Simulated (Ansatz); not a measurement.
**VH2: relaxed-ion elastic tensor**

All numbers below come from DFT LDA, scalar-relativistic, plane waves, PAW in Ansatz 0.2.0. Settings: 420 eV plane-wave cutoff, Γ-centred 18×18×18 mesh, Fermi-Dirac smearing of 0.15 eV. No spin polarisation.

Relaxed structure:
```
CELL_PARAMETERS angstrom
0.00000 2.06870 2.06870
2.06870 0.00000 2.06870
2.06870 2.06870 0.00000
ATOMIC_POSITIONS crystal
V 0.00000 0.00000 0.00000
H 0.25000 0.25000 0.25000
H 0.75000 0.75000 0.75000
```

In a metal, frequencies and elastic constants depend on the k mesh and the smearing, soft modes and shear constants most.

Task: Give the relaxed-ion elastic constants (GPa, Voigt order xx yy zz yz xz xy, on the axes of the cell above).

Result:
```
314.9 139.2 139.2   0.0   0.0   0.0
139.2 314.9 139.2   0.0   0.0   0.0
139.2 139.2 314.9   0.0   0.0   0.0
  0.0   0.0   0.0 100.1   0.0   0.0
  0.0   0.0   0.0   0.0 100.1   0.0
  0.0   0.0   0.0   0.0   0.0 100.1
```

Task: Is the crystal stable against homogeneous strain?

Result: Yes: the least eigenvalue of the tensor is 100.1 GPa.

Task: And the moduli of a polycrystal (Hill averages)?

Result: B = 198 GPa, G = 95 GPa, E = 246 GPa, ν = 0.29.

Cost: 1 run of about 1.3 core-minutes, on Arm Neoverse V1 (shared hosts).